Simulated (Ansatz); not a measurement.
# NbRu: pressure against volume, fitted

```
CELL_PARAMETERS angstrom
3.18400 0.00000 0.00000
0.00000 3.18400 0.00000
0.00000 0.00000 3.18400
ATOMIC_POSITIONS crystal
Nb 0.00000 0.00000 0.00000
Ru 0.50000 0.50000 0.50000
```

Atom numbers follow the list: Nb1, Ru2.

Conventional cell: a = 3.184 Å, b = 3.184 Å, c = 3.184 Å, α = 90.00°, β = 90.00°, γ = 90.00°. Nb (atom 1) is surrounded by 8 Ru at 2.76 Å. Around Ru (atom 2) lie 8 Nb at 2.76 Å.

The geometry is COD entry 1523398, unchecked; take it as a test cell.

Spin polarisation is left out, and whether a magnetic state lies lower isn't shown here.

Computed with Ansatz 0.2.0, DFT, PBEsol, all-electron LAPW, scalar-relativistic.

The runs use a Γ-centred 11×11×11 k mesh, Fermi–Dirac smearing of 0.03 eV, basis error target 0.25 meV/atom, no spin polarisation.

The cell is scaled evenly. Fractional coordinates are held (clamped ions).

| V (Å³/atom) | P (GPa) |
| --- | --- |
| 15.171 | 5.08 |
| 15.817 | -5.49 |
| 15.978 | -7.78 |
| 16.139 | -9.95 |
| 16.301 | -12.00 |
| 16.462 | -13.93 |
| 16.785 | -17.49 |
| 17.108 | -20.66 |

**Question.** Fit a third-order Birch–Murnaghan curve to the pressures.

**Answer.** P = (3B0/2)(y^(7/2) − y^(5/2))[1 + (3/4)(B0′ − 4)(y − 1)] with y = (V0/V)^(2/3) fits within 0.01 GPa for V0 = 15.463 Å³/atom, B0 = 255.5 GPa and B0′ = 4.42.

**Question.** Predict the pressure at the withheld volume, 15.494 Å³/atom.

**Answer.** There y = 0.9987, so the fit gives -0.50 GPa; the run gave -0.50 GPa.
